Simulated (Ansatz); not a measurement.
The end point of a relaxation of Zn3P2. Space group Ia-3 (No. 206), anti-bixbyite type. Method: r2SCAN (plane waves to 500 eV, PAW, scalar-relativistic; Ansatz, a quantum-chemistry and plane-wave program).

```xyz
40
Lattice="-5.6719 5.6719 5.6719 5.6719 -5.6719 5.6719 5.6719 5.6719 -5.6719" Properties=species:S:1:pos:R:3 pbc="T T T"
P      2.8359     2.8359     2.8359
P     -2.8359     2.8359     2.8359
P      2.8359     2.8359    -2.8359
P      2.8359    -2.8359     2.8359
P      5.5695     0.0000     2.8359
P      0.1024     0.0000     8.5078
P      2.8359     5.5695     0.0000
P      8.5078     0.1024     0.0000
P      0.0000     2.8359     5.5695
P      0.0000     8.5078     0.1024
P      0.1024     5.6719     2.8359
P      5.5695     5.6719    -2.8359
P      2.8359     0.1024     5.6719
P     -2.8359     5.5695     5.6719
P      5.6719     2.8359     0.1024
P      5.6719    -2.8359     5.5695
Zn     4.4716     1.6005     4.1815
Zn     6.8722     4.0714     4.1815
Zn     1.2003     1.6005     7.1623
Zn    -1.2003     4.0714     7.1623
Zn     4.1815     4.4716     1.6005
Zn     4.1815     6.8722     4.0714
Zn     7.1623     1.2003     1.6005
Zn     7.1623    -1.2003     4.0714
Zn     1.6005     4.1815     4.4716
Zn     4.0714     4.1815     6.8722
Zn     1.6005     7.1623     1.2003
Zn     4.0714     7.1623    -1.2003
Zn     1.2003     4.0714     1.4904
Zn    -1.2003     1.6005     1.4904
Zn     4.4716     4.0714    -1.4904
Zn     6.8722     1.6005    -1.4904
Zn     1.4904     1.2003     4.0714
Zn     1.4904    -1.2003     1.6005
Zn    -1.4904     4.4716     4.0714
Zn    -1.4904     6.8722     1.6005
Zn     4.0714     1.4904     1.2003
Zn     1.6005     1.4904    -1.2003
Zn     4.0714    -1.4904     4.4716
Zn     1.6005    -1.4904     6.8722
```

```yaml
volume_per_atom: 18.25 Å³
band_gap: 0.62 eV, direct at Γ (no spin-orbit coupling)
shortest_distances: P–Zn 2.35 Å; Zn–Zn 3.01 Å
k-mesh: 4×4×4
```

Band energies at high-symmetry points (eV from the VBM; labels of this space group; no spin-orbit coupling), from −5 eV up to 4.7 eV:

| point | energies |
|---|---|
| Γ | -4.93 -4.93 -4.93 -4.84 -4.84 -4.72 -4.72 -4.72 -4.56 -4.56 -4.56 -4.16 -4.08 -4.08 -4.04 -4.04 -4.04 -3.76 -3.76 -3.76 -3.15 -3.07 -3.07 -3.07 -2.90 -2.90 -2.90 -2.76 -2.76 -2.76 -1.35 -1.35 -1.35 -1.35 -1.35 -1.18 -1.18 -1.18 -1.18 -1.18 -1.18 -0.96 0.00 0.00 0.00 0.62 0.62 0.62 1.40 1.40 1.68 1.97 2.30 2.30 2.30 2.40 2.40 2.77 2.77 2.77 3.37 3.37 3.37 3.55 4.06 4.06 4.06 4.20 4.20 4.36 4.36 4.36 |
| H | -4.79 -4.79 -4.79 -4.77 -4.77 -4.77 -4.04 -3.78 -3.78 -3.78 -3.61 -3.61 -3.61 -3.50 -3.09 -3.09 -3.09 -2.91 -2.91 -2.91 -1.85 -1.85 -1.82 -1.82 -1.82 -1.79 -1.79 -1.76 -1.76 -1.76 -1.75 -1.66 -1.17 -1.17 -1.17 -0.96 -0.96 -0.93 -0.93 -0.93 0.66 0.66 0.66 1.52 1.83 1.83 1.83 2.47 2.47 2.47 3.17 3.17 3.17 3.33 3.33 3.33 3.87 3.87 3.87 3.94 3.94 4.12 4.12 4.12 4.22 4.22 4.42 4.42 4.42 4.48 4.48 |
| N | -4.96 -4.96 -4.75 -4.75 -4.46 -4.46 -4.41 -4.41 -3.66 -3.66 -3.53 -3.53 -3.12 -3.12 -2.99 -2.99 -2.76 -2.76 -2.74 -2.74 -2.45 -2.45 -2.40 -2.40 -2.03 -2.03 -2.01 -2.01 -1.72 -1.72 -1.64 -1.64 -1.49 -1.49 -1.27 -1.27 -1.26 -1.26 -0.26 -0.26 1.39 1.39 1.79 1.79 1.99 1.99 2.26 2.26 2.67 2.67 2.83 2.83 2.90 2.90 3.03 3.03 3.15 3.15 3.41 3.41 3.60 3.60 3.81 3.81 4.17 4.17 4.36 4.36 4.44 4.44 |
| P | -3.78 -3.78 -3.78 -3.78 -3.63 -3.63 -3.63 -3.63 -3.43 -3.43 -3.43 -3.43 -2.89 -2.89 -2.89 -2.89 -2.29 -2.29 -2.29 -2.29 -2.22 -2.22 -2.22 -2.22 -1.91 -1.91 -1.91 -1.91 -0.68 -0.68 -0.68 -0.68 -0.60 -0.60 -0.60 -0.60 1.35 1.35 1.35 1.35 1.41 1.41 1.41 1.41 2.28 2.28 2.28 2.28 2.85 2.85 2.85 2.85 4.05 4.05 4.05 4.05 4.25 4.25 4.25 4.25 |

No spin polarisation in the result.

The run could not lose the symmetry of its start.

The first start was generated by placing the elements on the sites of a structure type. Materials Project lists a structure of Zn3P2 in the same space group, Ia-3 (No. 206); the sites were not compared with it, nor with measured phases.
